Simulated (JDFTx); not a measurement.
TiAl(001) slab cut from bulk TiAl (space group P4/mmm, indices of the conventional cell, lattice of the Materials Project entry mp-1953, not re-optimised): 3 atoms in 3 planes, a 1x1 cell of 7.90 Å² (|a| = 2.811, |b| = 2.811 Å), 4.0 Å between the outermost planes, Al outermost, slab composition TiAl2, cell height 20.1 Å, 8×8×1 k mesh, Fermi smearing 0.01 Ha, no spin polarisation. Whether this polymorph is the ambient one wasn't checked. Neither spin polarisation nor a larger cell was tried.

Computed with JDFTx (a modified build): PBE, GBRV ultrasoft potentials, plane waves to 20/100 Ha. Liquid: linear PCM (GLSSA13), water, 1 M KCl; nuclei fixed. Potentials are counted from the potential of zero charge; σ repeats to about 1 %.

```csv
U − U_pzc (V),"σ (μC/cm², per face)"
-0.89,-14.14
-0.14,-2.72
0.16,withheld
0.35,8.00
0.51,12.96
```

Problem. Fit σ = C₀x + bx² (x = U − U_pzc) to the other rows by least squares, predict the withheld value, and compare with the run.

Solution. The fit gives C₀ (μF/cm²) = 21.6, b (μF/cm²/V) = 6.48, with a root-mean-square miss of 0.24 μC/cm² on its own rows. It predicts 3.6 μC/cm²; the run gives 3.1 μC/cm², a miss of 0.5 μC/cm².
